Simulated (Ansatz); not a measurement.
Computed with Ansatz (plane waves, PAW, 420 eV cutoff): PBEsol, scalar-relativistic, no spin polarisation, Γ-centred 6×6×6 mesh, 0.05 eV Gaussian smearing. The datasets are Ansatz's generated set soft_2.

A compound YX3 has these computed properties.

```json
{
  "Space group": "Pm-3m (No. 221)",
  "Conventional cell": "a = 4.807 Å, b = 4.807 Å, c = 4.807 Å, α = 90.00°, β = 90.00°, γ = 90.00°",
  "Volume": "27.77 Å³/atom",
  "Band gap": "zero (metallic)",
  "Density of states at the Fermi level": "0.65 states/(eV·atom)",
  "Formation energy from the elements (0 K, uncorrected)": "-0.34 eV/atom",
  "Bulk modulus (Birch–Murnaghan)": "58 GPa"
}
```

Sites: Y on 1a, X on 3c.

Question: Which element is X?
A. Pb
B. Tl
C. Bi
D. Hg

Answer: A. X is Pb, so the compound is YPb3.

The start was a prototype's sites filled with these elements; the Crystallography Open Database holds the compound in this structure.

For elements this heavy, spin–orbit coupling would shift levels and gaps; it isn't included here.
